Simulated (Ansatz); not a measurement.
# TiAu: moving Au off its site

TiAu, Pm-3m, a = 3.254 Å (as given, not relaxed at this level: -1.6 GPa). The structure is a COD entry; whether it is the stable form wasn't checked. Ansatz: r2SCAN, PAW, 500 eV, Γ-centred 14×14×14 mesh on 2 atoms, Gaussian smearing 0.15 eV; no spin polarisation.

```
CELL_PARAMETERS angstrom
3.25400 0.00000 0.00000
0.00000 3.25400 0.00000
0.00000 0.00000 3.25400
ATOMIC_POSITIONS crystal
Ti 0.50000 0.50000 0.50000
Au 0.00000 0.00000 0.00000
```

Atom 2 (Au) moves by x along the unit vector (-1.000, 0.000, 0.000), with its periodic images; all else is held. y is the free energy of the cell over the start, F the force along the path summed over the moved atoms. Symmetry makes y even in x.

| x (Å) | y (meV) | F (eV/Å) |
| --- | --- | --- |
| -0.5000 | 343.8 | 1.74 |
| -0.2500 | 78.7 | 0.59 |
| 0.0000 | 0.0 | 0.00 |
| 0.0625 | 5.2 | -0.16 |
| 0.1250 | 20.5 | -0.32 |
| 0.1875 | 45.4 | -0.47 |
| 0.3125 | 120.1 | -0.74 |
| 0.3750 | 174.1 | -1.00 |
| 0.4375 | ? | ? |

Fit y = c2 x² + c4 x⁴ to the energies of the other rows, give the force constant, and predict energy and force of the missing row.

Least squares on the rows shown. y = 1147.0 x² + 892.28 x⁴. The force constant is 2 c2 = 2.29 eV/Å² (for all images moving together, not for a lone atom). With two atoms in a cubic cell this is the optical mode at Γ (in a metal it hangs on mesh and smearing): ω = 521.5 √(2 c2/μ) = 127 cm⁻¹ for μ = 38.51 u. The force −dy/dx at the missing row is -1.30 eV/Å (computed -1.35). With a term in x⁶ added, the coefficient of x² becomes 1343, 17 % more, which shows how far this figure hangs on the form. At x = 0.4375 the fit asked for gives 252.2 meV. The run gave 247.4 meV, so the fit is 4.8 meV too high, within twice the rms miss on the fitted rows (2.9 meV).

Spin polarisation was left out, and a magnetic state may lie lower. Spin–orbit coupling is left out, which can shift energies with elements as heavy as these.